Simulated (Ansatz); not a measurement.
Relaxed-ion elastic tensor of Sr₂MoO₄ in space group I4/mmm (No. 139; Sr on 4e, Mo on 2a, O on 4c, O on 4e) in GPa (Voigt order), PBEsol in the plane-wave PAW code Ansatz; density 5.78 g/cm³, 13.75 Å³ per atom.

```tsv
	1	2	3	4	5	6
1	317	69.6	88.8	0.0	0.0	0.0
2	69.6	317	88.8	0.0	0.0	0.0
3	88.8	88.8	239	0.0	0.0	0.0
4	0.0	0.0	0.0	60.7	0.0	0.0
5	0.0	0.0	0.0	0.0	60.7	0.0
6	0.0	0.0	0.0	0.0	0.0	54.8
```

Question: Is the crystal mechanically stable?

Answer: Yes: the smallest eigenvalue of C is 54.8 GPa.

Question: Work out the Voigt, Reuss and Hill averages.

Answer: K_V = 152, K_R = 150, K_H = 151; G_V = 76.9, G_R = 70.2, G_H = 73.6 GPa.

Question: Give Young's modulus, Poisson's ratio, Pugh's ratio and the universal anisotropy index.

Answer: E = 9KG/(3K + G) = 190 GPa; ν = 0.29; K/G = 2.05 (ductile by the Pugh limit of 1.75); A_U = 5G_V/G_R + K_V/K_R − 6 = 0.49.

Question: Estimate the sound speeds and the Debye temperature.

Answer: v_l = √((K + 4G/3)/ρ) = 6560 m/s, v_t = √(G/ρ) = 3570 m/s, mean 3980 m/s; Θ = (h/k)(3n/4πV)^(1/3) v_m = 495 K.

Question: Solve the Christoffel equation for the three sound speeds along x, y, z.

Answer: Eigenvalues of C_ijkl n_j n_l equal ρv². In km/s, slowest first: x 3.08, 3.24, 7.40; y 3.08, 3.24, 7.40; z 3.24, 3.24, 6.43.

Question: How much does each axis shrink under pressure?

Answer: Linear compressibilities β_i = Σ_j S_ij (j = 1 to 3): x 2.0, y 2.0, z 2.7 per TPa.

The workflow started from a Materials Project entry (that database holds measured and hypothetical structures alike); the Crystallography Open Database copy checked does not list it. Whether it is the stable phase at ambient conditions was not checked. Symmetry was held in the PBEsol relaxation; whether a distortion lowers the energy is not shown. No spin polarisation was allowed. No Hubbard U is applied. As this level gives no gap, shear constants depend on the k-mesh and smearing (Fermi–Dirac, 0.1 eV here). On the denser mesh and wider smearing of the elastic run this cell carries a stress of 0.3 GPa.

Potentials: the later of the program's two PAW sets.
